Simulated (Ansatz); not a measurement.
Ti3Al (D019 type, space group P6_3/mmc)

```
CELL_PARAMETERS angstrom
      5.75564     0.00000     0.00000
     -2.87782     4.98453     0.00000
      0.00000     0.00000     4.65498
ATOMIC_POSITIONS crystal
  Ti 0.83025 0.66049 0.25000
  Ti 0.16975 0.83025 0.75000
  Ti 0.33951 0.16975 0.25000
  Ti 0.16975 0.33951 0.75000
  Ti 0.83025 0.16975 0.25000
  Ti 0.66049 0.83025 0.75000
  Al 0.33333 0.66667 0.25000
  Al 0.66667 0.33333 0.75000
```

The slice is a (-1 1 0 0) plane (indices of the conventional cell) through the point (0.830, 0.170, 0.250) (fractional), spanned by u = [001] and v = [110] in vectors of this cell: u (4.65 Å) and v (5.76 Å, at 90° to u). It covers one period; positions are fractions (u, v).

Computed with PBE (plane waves to 420 eV, PAW, scalar-relativistic; Ansatz, a program for electronic structure). k mesh 10×10×10. Inside the PAW spheres the values are not all-electron values, and peaks at nuclei hang on which shells count as valence. Ti3Al is run without spin polarisation. Ti3Al was relaxed with its symmetry unable to fall.

Three fields on this plane, each scaled to ten steps between its own extremes (0 low, 9 high; the total valence density on a logarithmic scale, the potential cut 8 eV below its top; x marks points blanked near nuclei; v = 0 in the bottom row):

Map A
```
|xxxx157666751xxx|
|xxx01432123410xx|
|xx0021000001200x|
|0013300xxx003310|
|4456300xxx003654|
|8887400xxx004788|
|xx8852001002588x|
|xxx87532223578xx|
|xxxx877777778xxx|
|xxxx988999889xxx|
|xxxx877777778xxx|
|xxx87532223578xx|
|xx8852001002588x|
|8887400xxx004788|
|4456300xxx003654|
|0013300xxx003310|
|xx0021000001200x|
|xxx01432123410xx|
|xxxx157666751xxx|
|xxxx168888861xxx|
```

Map B
```
|xxxx312222213xxx|
|xxx61112321116xx|
|xx6100256520016x|
|3210015xxx510012|
|1110017xxx710011|
|3321016xxx610123|
|xx3211379731123x|
|xxx32235653223xx|
|xxxx323454323xxx|
|xxxx333454333xxx|
|xxxx323454323xxx|
|xxx32235653223xx|
|xx3211379731123x|
|3321016xxx610123|
|1110017xxx710011|
|3210015xxx510012|
|xx6100256520016x|
|xxx61112321116xx|
|xxxx312222213xxx|
|xxxx422222224xxx|
```

Map C
```
|xxxx489989984xxx|
|xxx06876567860xx|
|xx0577410147750x|
|3468851xxx158864|
|7789850xxx058987|
|4579850xxx058975|
|xx2687400047862x|
|xxx27875457872xx|
|xxxx699888996xxx|
|xxxx599999995xxx|
|xxxx699888996xxx|
|xxx27875457872xx|
|xx2687400047862x|
|4579850xxx058975|
|7789850xxx058987|
|3468851xxx158864|
|xx0577410147750x|
|xxx06876567860xx|
|xxxx489989984xxx|
|xxxx489999984xxx|
```

Question: Assign the maps to these fields: electron localisation function (ELF); valence electron density; electrostatic potential energy of an electron, from the cell's mean.

Answer: A is the electron localisation function (ELF); B is the valence electron density; C is the electrostatic potential energy of an electron, from the cell's mean.
